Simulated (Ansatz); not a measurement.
Each is relaxed and computed with DFT-PBEsol in the program Ansatz with PAW potentials. Which is the only one with a gap?
A. Ti3AlC, anti-perovskite
B. YSi, Cmcm (Y on 4c, Si on 4c)
C. TiSi, Pnma (Ti on 4c, Si on 4c)
D. CaTiO3, Cmcm (Pearson symbol oS40)

D, CaTiO3, Cmcm (Pearson symbol oS40). CaTiO3: gap 2.18 eV; YSi: metal; Ti3AlC: metal; TiSi: metal. Standing as an ambient phase not checked: CaTiO3, Cmcm (Pearson symbol oS40); YSi, Cmcm (Y on 4c, Si on 4c); Ti3AlC, anti-perovskite; TiSi, Pnma (Ti on 4c, Si on 4c). Unstable at this level: CaTiO3, Cmcm (Pearson symbol oS40). All cells were relaxed under the symmetry of their starts (and spin orders); stability against distortions was not tested throughout. Rows with no word on spin ran without spin polarisation. Spin–orbit coupling is left out wherever it is not named.

Potentials: the later of the program's two PAW sets.
